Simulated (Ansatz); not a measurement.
Nb (fcc (Cu type), Fm-3m) at seven volumes, LDA (plane waves, PAW; program Ansatz), scaled uniformly. One row is withheld.

| V (Å³/atom) | P (GPa) |
|---|---|
| 16.135 | ? |
| 16.667 | 12.60 |
| 17.198 | 5.86 |
| 17.730 | 0.00 |
| 18.262 | -5.12 |
| 18.794 | -9.56 |
| 19.326 | -13.43 |

### Question
Fit the shown pressures and predict the withheld one.

### Answer
P = (3/2)B₀(x^(7/2) − x^(5/2))[1 + (3/4)(B′ − 4)(x − 1)] with x = (V₀/V)^(2/3). Least squares on the six rows gives V₀ = 17.729 Å³/atom, B₀ = 182 GPa, B′ = 3.64. At V = 16.135, x = 1.0648 and P = 20.34 GPa. The run itself gave 20.31 GPa.

The workflow started from an entry of the Crystallography Open Database (COD), which files this formula under 2 space groups. It is not the phase usual at ambient conditions (space group No. 229). The cell was relaxed with LDA under the symmetry of its start. At this level the phase is mechanically unstable. No spin polarisation was allowed.

Potentials: the later of the program's two PAW sets.
